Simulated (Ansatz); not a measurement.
Hf3N4:
Space group I-43d (No. 220); a = 6.6510 Å, b = 6.6510 Å, c = 6.6510 Å, α = 90.00°, β = 90.00°, γ = 90.00°

```
atom  site  symmetry       x       y       z
----  ----  --------  ------  ------  ------
Hf     12a      -4..  0.0000  0.2500  0.3750
N      16c       .3.  0.0697  0.0697  0.0697
```
(The calculation used a cell of 14 atoms; values per cell refer to that cell.)

Relaxed with PBEsol. 

Problem. HSE06 on this cell (Ansatz, a first-principles code, PAW) gives a gap of 2.03 eV. What does PBEsol give?

Solution. 1.02 eV.

Cost on shared cores: the PBEsol run (SCF on a 6×6×6 mesh, then bands and DOS) about 2.7 core-minutes (a rough figure), the HSE06 run (SCF on 4×4×4, then a few points) around 12 core-minutes (rough); the tasks are unlike.

Symmetry was held in the PBEsol relaxation. The run is not spin-polarised. Scalar-relativistic: spin–orbit coupling is off unless named, which matters more the heavier the elements.

Potentials: the later of the program's two PAW sets.

Ansatz is a plane-wave DFT program.
